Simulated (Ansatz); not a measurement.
**Nb: the functional and the phonons**

Nb in the bcc lattice, in a typed cell, not relaxed.

```
Nb
1.0
    -1.65500    1.65500    1.65500
     1.65500   -1.65500    1.65500
     1.65500    1.65500   -1.65500
Nb
1
Cartesian
  0.0000 0.0000 0.0000
```

Method (Ansatz, development build): PBE; all-electron PAW datasets (no frozen core) at 280 eV; k mesh 8×8×8; Fermi–Dirac smearing of 0.1 eV; no spin. Harmonic phonons by finite displacements in cells commensurate with each q, in cm⁻¹; i marks an unstable mode.

Caveats: coarse k mesh.

At 18.13 Å³ an atom it gives lowest mode at q = [0.5, -0.5, 0.5] (cm⁻¹) 221; top mode at q = [0.5, -0.5, 0.5] (cm⁻¹) 221.

Problem. Repeat with r2SCAN in the same cell, on the same kind of potentials and mesh. What changes?

Solution. 
```tsv
functional	cutoff (eV)	volume (Å³/atom)	lowest mode at q = [0.5, -0.5, 0.5] (cm⁻¹)	top mode at q = [0.5, -0.5, 0.5] (cm⁻¹)
r2SCAN in the same cell	310	18.13	225	225
```
